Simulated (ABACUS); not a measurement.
Set-up for a self-consistent single point of Hf₂Si (I4/mcm, 6 atoms in the cell; from Materials Project mp-9938, changed as shown).

```
Hf2Si
1.0
   -3.31845     3.31845     2.61681
    3.31845    -3.31845     2.61681
    3.31845     3.31845    -2.61681
Hf Si
4 2
Direct
  0.84351   0.65649   0.50000
  0.15649   0.34351   0.50000
  0.65649   0.15649   0.81298
  0.34351   0.84351   0.18702
  0.75000   0.75000   0.00000
  0.25000   0.25000   0.00000
```

Method: PBEsol, PseudoDojo 0.4 standard norm-conserving PBEsol (tails mended) pseudopotentials (plane waves; ABACUS).

ABACUS settings:

* **KPT**: Gamma 5 5 5 0 0 0
* **basis_type**: pw
* **ecutwfc**: 58 Ry
* **smearing_method**: mv
* **smearing_sigma**: 0.0199916 Ry
* **potentials**: PseudoDojo 0.4 standard norm-conserving PBEsol (tails mended)
* **symmetry**: 1
* **symmetry_prec**: 1e-05
* **ks_solver**: cg
* **scf_nmax**: 100
* **scf_thr**: 1.0e-09 Ry
* **mixing_type**: broyden

Results:

```
Quantity                                                 Result
------------------------------------------------  -------------
Number of valence electrons                                  56
Number of bands                                              38
Number of k-points after the program's reduction             18
Number of plane waves (most at a k-point)                  5810
Number of SCF iterations                                      8
FFT grid                                           50 × 50 × 50
Free energy E − TS                                -6371.7580 eV
Fermi level (on the code's own zero)                   13.35 eV
Pressure                                              -7.30 GPa
Largest force (vector length)                        0.001 eV/Å
```

Stress (GPa, positive for compression):
```
-7.05   0.00   0.00
 0.00  -7.05   0.00
 0.00   0.00  -7.81
```

For comparison: a first run was changed to give this one (volume scaled by 1.04), and from it to this one the free energy goes up by 22.2 meV/atom, the pressure goes from -2.19 to -7.30 GPa and the largest force goes from 0.009 to 0.001 eV/Å.

The structure comes from a collection of computed structures, made at another level of theory; the collection holds predicted forms beside known ones. No clean gap shows at this smearing width and mesh (spacing up to 0.31 Å⁻¹); the mesh is coarse for partly filled bands, so the values carry mesh errors.

Cost on one core: around 4 core-minutes (rough).

“Tails mended”: in these copies of the files the far tail of each local potential was reset to the Coulomb form.
